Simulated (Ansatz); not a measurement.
BeS (zinc blende, F-43m), the program Ansatz at the r²SCAN level (PAW): ε∞ = 4.94, cell volume 28.85 Å³. Infrared-active transverse modes:

```csv
ω_TO (cm⁻¹),oscillator strength S_xx (e²/amu)
563.9,0.3949
```

### Question
Compute the static dielectric constant.

### Answer
Each mode adds (4.921e7/V) S/ω²: 2.12. So ε0 = 7.06.

### Question
What LO frequency does the Lyddane–Sachs–Teller relation give?

### Answer
ω_LO = ω_TO √(ε0/ε∞) = 674 cm⁻¹.

Symmetry was held in the r²SCAN relaxation; phonons on a q-mesh show no instability.

Potentials: the later of the program's two PAW sets.
